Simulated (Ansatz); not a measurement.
Before relaxation, Co put at a top Ca site (Ca, Im-3m (No. 229), (1 0 0) face):

```
CELL_PARAMETERS angstrom
4.32301 0.00000 0.00000
0.00000 4.32301 0.00000
0.00000 0.00000 25.48452
ATOMIC_POSITIONS crystal
Ca 0.50000 0.50000 0.33354
Ca 0.00000 0.00000 0.41835
Ca 0.50000 0.50000 0.50010
Ca 0.00000 0.00000 0.58689
Co 0.00000 0.00000 0.70539
```

Method: Ansatz 0.2.0, DFT PBEsol, scalar-relativistic, plane waves, PAW. Settings: cutoff 420 eV, Γ-centred mesh 7×7×1 on the computed 5-atom cell, Gaussian smearing of 0.10 eV; collinear spin from starting moments 0 0 0 0 3 μB. A dipole correction removes the field between periodic images along c.

Atoms 1, 2 (counted from 1) are held. The cell is fixed. Force threshold 0.03 eV/Å.

Task: Where does it end?

Result: The energy falls by 0.134 eV in 5 steps, to:

```xyz
5
Lattice="4.3230 0.0000 0.0000 0.0000 4.3230 0.0000 0.0000 0.0000 25.4845" Properties=species:S:1:pos:R:3 pbc="T T T"
Ca    2.1615    2.1615    8.5000
Ca    0.0000    0.0000   10.6615
Ca    2.1615    2.1615   12.7405
Ca    0.0000    0.0000   15.2126
Co    0.0000    0.0000   17.8640
```

The end is the local minimum or symmetric point that this start leads to. The slab is only 6.5 Å thick, so the energy isn't converged with thickness.

The reference crystal is the bcc form of Ca, which isn't its usual structure.